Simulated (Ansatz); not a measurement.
**Relaxing an invented SiGeTe2S2 structure**

All numbers below come from DFT PBE, scalar-relativistic, plane waves, PAW (Ansatz 0.2.0). Cutoff 420 eV, Gaussian smearing, Γ-centred meshes. Cell and atoms relax first on a coarse mesh and then on a finer one. In between, the cell is made exact in the group found at 0.06 Å. In metals the finer mesh still leaves noise of several meV/atom or more. The steps can't lower the symmetry of their start. No spin polarisation.

The guess for SiGeTe2S2 was made by a generator: random cell by space group and Wyckoff sites (P6/mmm, No. 191). Lengths were set from tabulated atomic sizes, so they are only a guess.

```
Si Ge Te S
1.0
     4.28924    0.00000    0.00000
    -2.14462    3.71459    0.00000
     0.00000    0.00000   11.09382
Si Ge Te S
1 1 2 2
Direct
  0.00000 0.00000 0.00000
  0.00000 0.00000 0.50000
  0.00000 0.00000 0.77427
  0.00000 0.00000 0.22573
  0.33333 0.66667 0.00000
  0.66667 0.33333 0.00000
```

Energies over the elements count from the elements' standard structures at the same level, with no fitted energy shifts.

Q: Which structure results?

A: The symmetry stays P6/mmm (No. 191). The volume per atom grows by 2.9 %, from 29.5 to 30.3 Å³. The shortest distance goes from 2.48 Å (Si–S and S–S) to 2.51 Å (Ge–Te). The energy falls by about 0.19 eV/atom (the start's value is from the coarse mesh). Conventional cell: a = 4.470 Å, c = 10.510 Å. Si has 6 S at 2.58 Å and 2 Te at 2.75 Å; around Ge lie 2 Te at 2.51 Å; Te is surrounded by 1 Ge at 2.51 Å and 1 Si at 2.75 Å; S is surrounded by 3 S at 2.58 Å and 3 Si at 2.58 Å.

```
Si Ge Te S
1.0
     4.46967    0.00000    0.00000
    -2.23484    3.87085    0.00000
     0.00000    0.00000   10.50992
Si Ge Te S
1 1 2 2
Direct
  0.00000 0.00000 0.00000
  0.00000 0.00000 0.50000
  0.00000 0.00000 0.73861
  0.00000 0.00000 0.26139
  0.33333 0.66667 0.00000
  0.66667 0.33333 0.00000
```

Q: Give its energy and gap.

A: The formation energy is +0.63 eV/atom and the gap on the 12×12×4 mesh of the 6-atom cell is 0 eV (a metal).

It can't be a ground state, since the elements alone are lower.

The last run used Gaussian smearing of 0.10 eV. Spin–orbit coupling, which can matter for Te, is left out. The reference forms of S and Te are held partly by dispersion forces, which this level lacks. A structure relaxed within its symmetry needn't be a true minimum. Another cell of SiGeTe2S2 relaxed alike, in I4/mmm, lies 0.59 eV/atom lower, so this cell isn't the stable form at this level.
